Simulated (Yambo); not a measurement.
Yambo run on a free-standing LuIO monolayer (symmetry P4/nmm, slab cell 20.8 Å high). The wavefunctions come from this Quantum ESPRESSO step (PBEsol, PseudoDojo standard norm-conserving files, scalar-relativistic):

```
&CONTROL
  calculation = 'nscf'
  pseudo_dir = './pseudo'
  outdir = './out'
/
&SYSTEM
  ibrav = 0
  nat = 6
  ntyp = 3
  ecutwfc = 100.0
  ecutrho = 400.0
  occupations = 'fixed'
  force_symmorphic = .true.
  nbnd = 167
  assume_isolated = '2D'
/
&ELECTRONS
  conv_thr = 6.000000000000001e-09
  diago_full_acc = .true.
  diago_thr_init = 1e-08
/
ATOMIC_SPECIES
O 15.9990 O.upf
I 126.9045 I.upf
Lu 174.9668 Lu.upf
CELL_PARAMETERS angstrom
  3.820229607000   0.000000000000   0.000000000000
  0.000000000000   3.820229607000   0.000000000000
  0.000000000000   0.000000000000  20.800000000000
ATOMIC_POSITIONS crystal
O   0.000000000000   0.000000000000   0.000000000000
O   0.500000000000   0.500000000000   0.000000000000
I   0.500000000000   0.000000000000   0.140682658500
I   0.000000000000   0.500000000000  -0.140682658500
Lu   0.000000000000   0.500000000000   0.051062149300
Lu   0.500000000000   0.000000000000  -0.051062149300
K_POINTS automatic
4 4 1 0 0 0
```

Yambo input:

```
rim_cut
gw0
dyson
el_el_corr
HF_and_locXC
ppa
em1d
rim_w
RandQpts= 1000000
RandGvec= 2 Ry
CUTGeo= "slab z"
EXXRLvcs= 100 Ry
VXCRLvcs= 400 Ry
Chimod= "HARTREE"
% BndsRnXp
 3 | 166 |
%
NGsBlkXp= 6 Ry
% LongDrXp
 1.0 | 1.0 | 0.0 |
%
RandGvecW= 719 mRy
PPAPntXp= 27.2114 eV
% GbndRnge
 1 | 166 |
%
GTermKind= "BG"
DysSolver= "n"
ExtendOut
% QPkrange
 1 | 1 | 38 | 39 |
 3 | 3 | 38 | 39 |
 6 | 6 | 38 | 39 |
%
```

k points by index: 1 = Γ, 3 = X, 6 = M.

Table of the .qp output:

```
#    K-point    Band    Eo [eV]    E [eV]    E-Eo [eV]    Vxc [eV]    Vnlxc [eV]    Sc|Eo [eV]    Sc|E [eV]    dSc/dw|Eo [eV]    Re(Z)    Im(Z)
#
    1    38    -0.249050    -1.247024    -0.997974    -12.83451    -15.74552    1.669275    1.913031    -6.645315    0.803718    -0.001873
    1    39    3.390310    4.347360    0.957050    -10.66359    -6.311591    -3.189023    -3.394949    -5.853910    0.822955    -0.001723
    3    38    0.000000    -0.958271    -0.958271    -12.25306    -14.77410    1.334145    1.562765    -6.490934    0.807399    -0.001890
    3    39    4.899162    5.899080    0.999918    -12.37074    -7.994632    -3.152610    -3.376186    -6.075406    0.817387    -0.008844
    6    38    -0.969883    -1.937489    -0.967607    -12.82675    -15.80477    1.770288    2.010411    -6.751447    0.801205    -0.002155
    6    39    3.220126    4.039389    0.819263    -9.870639    -5.946234    -2.929429    -3.105142    -5.835043    0.823425    -0.001692
```
(The two width columns are left out.) Convergence of these settings isn't established.

Spin-orbit coupling is not included.

Geometry relaxed with PBEsol.

This is a model layer cut from the bulk structure; whether it is stable on its own was not checked.
